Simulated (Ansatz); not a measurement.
Rb₃Bi in space group P6_3/mmc (No. 194; Rb on 4f, Rb on 2b, Bi on 2c), plane-wave PAW PBE (Ansatz code), all energies at zero smearing, with the estimated change up to a 700 eV cutoff added, with one set of potentials and settings (totals compare only within such a set). Cell of 8 atoms (6 Rb, 2 Bi): -44399.939 eV.

| element | reference phase | E (eV/atom) |
|---|---|---|
| Rb | Cmcm, 2 atoms in the cell | -3267.3525 |
| Bi | R-3m, 2 atoms in the cell | -12396.5536 |

Formation energy per atom, worked out: (-44399.939 − 6×(-3267.3525) − 2×(-12396.5536))/8 = -0.340 eV/atom (-33 kJ per mol of atoms), at 0 K, without zero-point energy or fitted corrections.

The first step of the workflow began from a Materials Project structure, measured or hypothetical; the Crystallography Open Database copy checked does not list it. Its standing as an ambient phase is unchecked. The cell was relaxed with PBE under the symmetry of its start; its stability against distortions is not shown here. The references are the lowest solids computed at this level, not always the standard phases. Spin–orbit coupling is left out wherever it is not named.

Potentials: the later of the program's two PAW sets.
